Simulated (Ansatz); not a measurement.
A trial cell of AlAs3, before relaxation:

Space group I4/mmm (No. 139). a = 4.507 Å, b = 4.507 Å, c = 8.641 Å, α = 90.00°, β = 90.00°, γ = 90.00°
```
atom  site  symmetry       x       y       z
  Al    2a     4/mmm  0.0000  0.0000  0.0000
  As    4d      -4m2  0.0000  0.5000  0.2500
  As    2b     4/mmm  0.5000  0.5000  0.0000
```

Level of theory: DFT PBE, scalar-relativistic, plane waves, PAW (Ansatz). Cutoff 420 eV, Gaussian smearing, Γ-centred meshes. Cell and atoms relax first on a coarse mesh and then on a finer one. In between, the cell is made exact in the group found at 0.06 Å. In metals the finer mesh still leaves noise of several meV/atom or more. The steps can't lower the symmetry of their start. No spin polarisation.

A guess keeps its type if space group and coordination stay and the shape of the cell changes little (axis ratios within about 15 %, angles within 6°); the volume may change.

Q: Does this structure survive the relaxation?

A: It doesn't keep its type. The symmetry goes from I4/mmm (No. 139) to Fm-3m (No. 225). The end has the BiF3 (D0_3) type. The volume per atom shrinks by 15.8 %, from 21.9 to 18.5 Å³. The shortest distance goes from 3.12 Å (Al–As and As–As) to 2.89 Å (Al–As and As–As). Counting neighbours within 15 % of an atom's shortest distance, the start has Al 12, As 12 and the end Al 8, As 8. In detail, at the end Al is surrounded by 8 As at 2.89 Å and 6 As at 3.33 Å; As on a site of symmetry -43m is surrounded by 4 As at 2.89 Å, 4 Al at 2.89 Å and 6 As at 3.33 Å; As on a site of symmetry m-3m has 8 As at 2.89 Å and 6 Al at 3.33 Å.

```
Al As
1.0
     0.00000    3.33140    3.33140
     3.33140    0.00000    3.33140
     3.33140    3.33140    0.00000
Al As
1 3
Cartesian
  0.0000 0.0000 0.0000
  4.9971 4.9971 4.9971
  1.6657 1.6657 1.6657
  3.3314 3.3314 3.3314
```

The last run used a 16×16×16 mesh for its 4-atom cell and Gaussian smearing of 0.10 eV. Symmetry constrained the relaxation, so the result can be a saddle point. Another cell of AlAs3 relaxed alike, in Aem2, lies 0.40 eV/atom lower, so this cell isn't the stable form at this level.
